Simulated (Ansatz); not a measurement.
NbSi2 in space group P6_222 (No. 180; Nb on 3d, Si on 6j) under volume change, DFT-PBE in the program Ansatz with PAW potentials, shape and atoms relaxed at each volume.

| V (Å³/atom) | E − E(relaxed) (meV/atom) | P (GPa) |
|---|---|---|
| 13.413 | ? | ? |
| 13.855 | 32.1 | 12.27 |
| 14.297 | ? | ? |
| 14.739 | 0.0 | 0.00 |
| 15.181 | 6.8 | -4.81 |
| 15.624 | 25.9 | -8.90 |
| 16.066 | 55.4 | -12.36 |

Complete the blanks.


- 14.297, E − E(relaxed) (meV/atom): 7.6
- 14.297, P (GPa): 5.64
- 13.413, E − E(relaxed) (meV/atom): 76.4
- 13.413, P (GPa): 20.05

What does a third-order Birch–Murnaghan fit give for V₀, B₀ and B′?

V₀ = 14.74 Å³/atom, B₀ = 173 GPa, B′ = 4.4.

The cell was relaxed with PBE under the symmetry of its start. The run is not spin-polarised.

Potentials: the later of the program's two PAW sets.
